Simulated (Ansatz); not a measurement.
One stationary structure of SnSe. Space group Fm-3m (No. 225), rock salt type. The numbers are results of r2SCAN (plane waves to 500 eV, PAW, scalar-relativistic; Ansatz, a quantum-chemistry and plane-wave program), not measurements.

```cif
data_SeSn
_chemical_formula_sum 'Sn1 Se1'
_space_group_name_H-M_alt 'P 1'
_space_group_IT_number 1
_cell_length_a 4.25574
_cell_length_b 4.25574
_cell_length_c 4.25574
_cell_angle_alpha 60.024
_cell_angle_beta 60.024
_cell_angle_gamma 60.024
loop_
_space_group_symop_operation_xyz
  'x, y, z'
loop_
_atom_site_label
_atom_site_type_symbol
_atom_site_fract_x
_atom_site_fract_y
_atom_site_fract_z
_atom_site_occupancy
Sn1 Sn 0.00000 0.00000 0.00000 1
Se1 Se 0.50000 0.50000 0.50000 1
```

| Quantity | Value |
|---|---|
| Volume per atom | 27.27 Å³ |
| Band gap | no clear gap: the sampled points leave 0.11 eV away from the symmetry points, which may be a band crossing missed between them |
| Shortest distances | Se–Sn 3.01 Å |
| k-mesh | 10×10×10 |

No spin polarisation in the result.

The run could not lose the symmetry of its start.

The first start was generated by placing the elements on the sites of a structure type. A measured structure of SnSe has the same space group, Fm-3m (No. 225); the sites were not compared with it. Another known form has space group No. 62.
